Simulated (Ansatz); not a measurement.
Al3GaN4:
```
Al3GaN4
1.0
    3.13003     0.00000     0.00000
   -1.56502     2.71069     0.00000
    0.00000     0.00000    10.08187
Ga N Al
1 4 3
Direct
  0.33333   0.66667   0.00566
  0.33333   0.66667   0.20052
  0.66667   0.33333   0.44644
  0.33333   0.66667   0.69320
  0.66667   0.33333   0.93981
  0.66667   0.33333   0.25788
  0.33333   0.66667   0.50476
  0.66667   0.33333   0.75127
```

Relaxed with PBEsol.

Question: Give the optical modes at the zone centre with their infrared activity from DFPT, the program Ansatz at the PBEsol level (PAW).

Answer: Transverse frequencies, without the LO–TO term; a row sums one degenerate level.

```tsv
ω (cm⁻¹)	degeneracy	IR ((D/Å)²/amu)	activity	symmetry
131	2	0.01	IR	E
165	2	0.00	IR-inactive	E
218	2	0.01	IR-inactive	E
276	1	0.25	IR	A1
341	1	0.33	IR	A1
488	1	3.27	IR	A1
573	2	25.99	IR	E
594	1	62.10	IR	A1
639	2	0.33	IR	E
645	2	26.84	IR	E
652	2	69.12	IR	E
703	1	0.96	IR	A1
773	1	3.04	IR	A1
806	1	0.00	IR-inactive	A1
```

Question: How high does the top mode go among those that the LO–TO term moves?

Answer: 851 cm⁻¹ for q along x, 851 cm⁻¹ for q along y, 854 cm⁻¹ for q along z.

Space group P3m1. The start of the workflow was typed in or built on a structure type; neither database checked (COD, Materials Project) lists it. Its standing as an ambient phase is unchecked. The cell was relaxed with PBEsol under the symmetry of its start; whether a distortion lowers the energy is not shown.

Potentials: the earlier of the program's two PAW sets. The files were generated under PBE; for other functionals the program regenerates the frozen cores, and for LDA and PBEsol the local potential too.
